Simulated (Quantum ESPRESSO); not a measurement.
## HfTi2ZrO8 (input and log of a self-consistent run)

A calculation, not a measurement. The program is pw.x of Quantum ESPRESSO 7.5 (plane-wave density functional theory). The cell is made up: 12 atoms on a fluorite lattice, with randomly drawn elements, strain and displacements, not relaxed. PseudoDojo standard norm-conserving files (v0.5 for PBE, v0.4.1 for LDA and PBEsol) set the functional; there is no spin polarisation, spin-orbit coupling or dispersion term, and the masses in the input are unused placeholders.

The hafnium pseudopotential is less sure than the others, with forces about 3 percent (worst 6) and pressure in oxides about 1.5 GPa (worst 2.7) from a second method in checks, which no rerun with the same files tests.

Input:

```
&control calculation='scf', pseudo_dir='./dojo.nc.sr.pbe.v0_5.standard.upf', outdir='./o', disk_io='low', tprnfor=.true., tstress=.true. /
&system ibrav=0, nat=12, ntyp=4, nbnd=54, ecutwfc=107.82251126, nosym=.true., tot_charge=0,
 occupations='smearing', smearing='fd', degauss=0.0018374661
/
&electrons conv_thr=7.350e-09, electron_maxstep=60, /
ATOMIC_SPECIES
Hf 1.0 Hf.upf
O 1.0 O.upf
Ti 1.0 Ti.upf
Zr 1.0 Zr.upf
CELL_PARAMETERS angstrom
5.1022 -0.0037 0.0289
-0.0037 4.9967 0.0381
0.0289 0.0381 4.9521
ATOMIC_POSITIONS angstrom
Hf -0.0035 -0.0537 0.0232
Ti 0.0183 2.5225 2.4899
Ti 2.5638 0.0433 2.486
Zr 2.5602 2.4658 0.0037
O 1.2439 1.2625 1.2344
O 1.2989 1.292 3.7421
O 1.3152 3.7389 1.3114
O 1.2864 3.773 3.7322
O 3.8019 1.2658 1.2803
O 3.8194 1.3051 3.7176
O 3.8259 3.7505 1.3004
O 3.8624 3.7765 3.7886
K_POINTS automatic
6 7 7 1 1 1
```

The log is shortened where brackets say so; the opening notice, blank lines, dates and the lines on written files are dropped, and the path of the files is cut. It prints rydbergs, bohrs and kilobars, and counts compression as positive stress. With no partly filled state, the Fermi energy that it prints is only some level between the filled and the empty states on the mesh, and need not lie in the true gap.

```
     Program PWSCF v.7.5
     Parallel version (MPI & OpenMP), running on       4 processor cores
     Number of MPI processes:                 4
     Threads/MPI process:                     1
     [start-up lines left out]
     bravais-lattice index     =            0
     lattice parameter (alat)  =       9.6419  a.u.
     unit-cell volume          =     851.8962 (a.u.)^3
     number of atoms/cell      =           12
     number of atomic types    =            4
     number of electrons       =        96.00
     number of Kohn-Sham states=           54
     kinetic-energy cutoff     =     107.8225  Ry
     charge density cutoff     =     431.2900  Ry
     scf convergence threshold =      7.3E-09
     mixing beta               =       0.7000
     number of iterations used =            8  plain     mixing
     Exchange-correlation= PBE
                           (   1   4   3   4   0   0   0)
     [axes and pseudopotential details left out]
   Cartesian axes
     site n.     atom                  positions (alat units)
         1        Hf     tau(   1) = (  -0.0006860  -0.0105247   0.0045470  )
         2        Ti     tau(   2) = (   0.0035866   0.4943865   0.4879972  )
         3        Ti     tau(   3) = (   0.5024809   0.0084864   0.4872329  )
         4        Zr     tau(   4) = (   0.5017754   0.4832738   0.0007252  )
         5        O      tau(   5) = (   0.2437928   0.2474382   0.2419309  )
         6        O      tau(   6) = (   0.2545723   0.2532200   0.7334168  )
         7        O      tau(   7) = (   0.2577670   0.7327896   0.2570222  )
         8        O      tau(   8) = (   0.2521224   0.7394729   0.7314765  )
         9        O      tau(   9) = (   0.7451370   0.2480850   0.2509269  )
        10        O      tau(  10) = (   0.7485668   0.2557874   0.7286150  )
        11        O      tau(  11) = (   0.7498408   0.7350631   0.2548663  )
        12        O      tau(  12) = (   0.7569944   0.7401588   0.7425303  )
     number of k points=   147  Fermi-Dirac smearing, width (Ry)=  0.0018
     Number of k-points >= 100: set verbosity='high' to print them.
     Dense  grid:   128801 G-vectors     FFT dimensions: (  64,  64,  64)
     Estimated max dynamical RAM per process >     704.11 MB
     Estimated total dynamical RAM >       2.66 GB
     Initial potential from superposition of free atoms
     starting charge      95.9926, renormalised to      96.0000
     Starting wfcs are   72 randomized atomic wfcs
     total cpu time spent up to now is       22.5 secs
     per-process dynamical memory:   630.0 Mb
     Self-consistent Calculation
     iteration #  1     ecut=   107.82 Ry     beta= 0.70
     Davidson diagonalization with overlap
     ethr =  1.00E-02,  avg # of iterations =  2.0
     total cpu time spent up to now is       61.9 secs
     total energy              =    -714.49297856 Ry
     estimated scf accuracy    <       5.58978052 Ry
     iteration #  2     ecut=   107.82 Ry     beta= 0.70
     Davidson diagonalization with overlap
     ethr =  5.82E-03,  avg # of iterations =  8.5
     total cpu time spent up to now is      144.8 secs
     total energy              =    -706.69468428 Ry
     estimated scf accuracy    <      84.14253270 Ry
     iteration #  3     ecut=   107.82 Ry     beta= 0.70
     Davidson diagonalization with overlap
     ethr =  5.82E-03,  avg # of iterations =  8.0
     total cpu time spent up to now is      214.3 secs
     total energy              =    -717.22853493 Ry
     estimated scf accuracy    <       3.41632531 Ry
     iteration #  4     ecut=   107.82 Ry     beta= 0.70
     Davidson diagonalization with overlap
     ethr =  3.56E-03,  avg # of iterations =  2.5
     total cpu time spent up to now is      261.8 secs
     total energy              =    -717.54945205 Ry
     estimated scf accuracy    <       1.09428880 Ry
     iteration #  5     ecut=   107.82 Ry     beta= 0.70
     Davidson diagonalization with overlap
     ethr =  1.14E-03,  avg # of iterations =  1.4
     total cpu time spent up to now is      298.5 secs
     total energy              =    -717.37529733 Ry
     estimated scf accuracy    <       0.73375884 Ry
     [iterations 6 to 20 left out]
     iteration # 21     ecut=   107.82 Ry     beta= 0.70
     Davidson diagonalization with overlap
     ethr =  4.63E-09,  avg # of iterations =  1.0
     total cpu time spent up to now is     1242.1 secs
     total energy              =    -717.46879928 Ry
     estimated scf accuracy    <       0.00000616 Ry
     iteration # 22     ecut=   107.82 Ry     beta= 0.70
     Davidson diagonalization with overlap
     ethr =  4.63E-09,  avg # of iterations =  4.7
     total cpu time spent up to now is     1295.3 secs
     total energy              =    -717.46880018 Ry
     estimated scf accuracy    <       0.00000003 Ry
     iteration # 23     ecut=   107.82 Ry     beta= 0.70
     Davidson diagonalization with overlap
     ethr =  2.96E-11,  avg # of iterations = 10.4
     total cpu time spent up to now is     1408.4 secs
     total energy              =    -717.46880032 Ry
     estimated scf accuracy    <       0.00000048 Ry
     iteration # 24     ecut=   107.82 Ry     beta= 0.70
     Davidson diagonalization with overlap
     ethr =  2.96E-11,  avg # of iterations =  5.4
     total cpu time spent up to now is     1480.1 secs
     total energy              =    -717.46880028 Ry
     estimated scf accuracy    <       0.00000019 Ry
     iteration # 25     ecut=   107.82 Ry     beta= 0.70
     Davidson diagonalization with overlap
     ethr =  2.96E-11,  avg # of iterations =  6.5
     total cpu time spent up to now is     1552.5 secs
     End of self-consistent calculation
     Number of k-points >= 100: set verbosity='high' to print the bands.
     the Fermi energy is    12.1929 ev
!    total energy              =    -717.46880030 Ry
     estimated scf accuracy    <          6.1E-09 Ry
     smearing contrib. (-TS)   =      -0.00000000 Ry
     internal energy E=F+TS    =    -717.46880030 Ry
     The total energy is F=E-TS. E is the sum of the following terms:
     one-electron contribution =    -148.70806974 Ry
     hartree contribution      =     129.99543452 Ry
     xc contribution           =    -150.46280913 Ry
     ewald contribution        =    -548.29335595 Ry
     convergence has been achieved in  25 iterations
     Forces acting on atoms (cartesian axes, Ry/au):
     atom    1 type  1   force =     0.00531517    0.01368665   -0.00574689
     atom    2 type  3   force =     0.00583035    0.00279287    0.00259905
     atom    3 type  3   force =    -0.00259656    0.00342386   -0.00114325
     atom    4 type  4   force =    -0.00911814    0.01282278    0.00780467
     atom    5 type  2   force =    -0.00800023   -0.01431798    0.05056248
     atom    6 type  2   force =    -0.00985311   -0.01420465   -0.04803716
     atom    7 type  2   force =    -0.01924204    0.01481677    0.01503831
     atom    8 type  2   force =    -0.00474381    0.00998733   -0.01793821
     atom    9 type  2   force =     0.00520504   -0.02029017    0.02485142
     atom   10 type  2   force =     0.02269820   -0.02566045   -0.02686060
     atom   11 type  2   force =     0.01314259    0.00190570    0.04134178
     atom   12 type  2   force =     0.00136254    0.01503729   -0.04247161
     Total force =     0.119106     Total SCF correction =     0.000138
     Computing stress (Cartesian axis) and pressure
          total   stress  (Ry/bohr**3)                   (kbar)     P=      -47.27
  -0.00082341   0.00005984  -0.00004474         -121.13        8.80       -6.58
   0.00005984  -0.00019080  -0.00000360            8.80      -28.07       -0.53
  -0.00004474  -0.00000360   0.00005015           -6.58       -0.53        7.38
     init_run     :     20.34s CPU     21.47s WALL (       1 calls)
     electrons    :   1524.43s CPU   1530.07s WALL (       1 calls)
     forces       :      9.65s CPU      9.72s WALL (       1 calls)
     stress       :     32.92s CPU     34.16s WALL (       1 calls)
     [timing details left out]
     PWSCF        :  26m28.61s CPU  26m36.99s WALL
     JOB DONE.
```

In other units: free energy -9761.660 eV for the cell, pressure -4.73 GPa, largest force component 1.300 eV/Å. This run is the check on a run of the same cell at a cutoff of 1143 eV and k mesh 4 x 5 x 5: rerunning at a cutoff of 1467 eV and k mesh 6 x 7 x 7 moved values by no more than 0.002 eV in energy, 0.06 GPa in stress and 0.002 eV/Å in force.